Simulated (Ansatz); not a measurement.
SiC:
```
CELL_PARAMETERS angstrom
      3.07531     0.00000     0.00000
     -1.53765     2.66329     0.00000
      0.00000     0.00000     5.04816
ATOMIC_POSITIONS crystal
  Si 0.66667 0.33333 0.00050
  Si 0.33333 0.66667 0.50050
  C  0.66667 0.33333 0.62470
  C  0.33333 0.66667 0.12470
```

Relaxed with r²SCAN. Special points in fractions of this cell's reciprocal vectors: Γ (0.000, 0.000, 0.000); M (0.500, 0.000, 0.000); K (0.333, 0.333, 0.000); A (0.000, 0.000, 0.500); L (0.500, 0.000, 0.500); H (0.333, 0.333, 0.500).

Problem. List the band energies nearest the valence-band maximum at these points for DFT-r²SCAN in the program Ansatz with PAW potentials.

Solution. In eV from the valence-band maximum; about four levels below and three above (degenerate sets whole), none deeper than 8.9 eV; points with the same levels are listed once.

```json
[
 {"k": "Γ", "below": "-1.38 -1.38 -0.11 0.00 0.00", "above": "5.37 6.75 7.19 7.19"},
 {"k": "M", "below": "-5.62 -3.48 -3.36 -1.25", "above": "3.22 4.65 7.46"},
 {"k": "K", "below": "-6.49 -6.49 -4.18 -4.18 -3.98", "above": "2.65 8.84 9.55 9.55"},
 {"k": "A", "below": "-0.75 -0.75 -0.75 -0.75", "above": "6.49 6.49 7.89 7.89 7.89 7.89"},
 {"k": "L", "below": "-2.56 -2.56 -2.44 -2.44", "above": "3.71 3.71 5.79 5.79"},
 {"k": "H", "below": "-5.83 -5.83 -1.82 -1.82", "above": "5.58 5.58 6.56 6.56"}
]
```

Space group P6_3mc (wurtzite). Symmetry was held in the r²SCAN relaxation; phonons on a q-mesh show no instability.

Potentials: the later of the program's two PAW sets.
